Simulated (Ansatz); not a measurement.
Given:

FeGe$_{2}$:
```
CELL_PARAMETERS angstrom
     -1.64670     1.64670     4.06346
      1.64670    -1.64670     4.06346
      1.64670     1.64670    -4.06346
ATOMIC_POSITIONS crystal
  Fe 0.00000 0.00000 0.00000
  Ge 0.34076 0.34076 0.00000
  Ge 0.65924 0.65924 0.00000
```
Starting moments (μB, in the order of the atoms Fe Ge Ge): 2.0 0.0 0.0.

This is the PBE-relaxed structure.

Q: All from DFT-PBE in the program Ansatz with PAW potentials, unless another level is named. Estimate the electronic character.

A: metallic (no gap).

Q: Predict the density of states at the Fermi level.

A: 0.35 states/eV per atom (mean over ±0.08 eV).

Q: Predict the formation energy from the elements (no fitted shifts).

A: 151 meV/atom.

Space group I4/mmm (MoSi2 or CaC2 type). The cell is a constructed one: a structure type filled with these elements; neither database checked (COD, Materials Project) lists it. Whether it is the stable phase at ambient conditions was not checked. The cell was relaxed with PBE under the symmetry of its start; its stability against distortions is not shown here. The final state is ferromagnetic, chosen from 4 collinear starts compared on coarse meshes (ties went to the first, and starts can fall back to one state), not a proven ground state. The references are the lowest solids computed at this level, not always the standard phases. Scalar-relativistic: spin–orbit coupling is off unless named, which matters more the heavier the elements.

Potentials: the later of the program's two PAW sets.
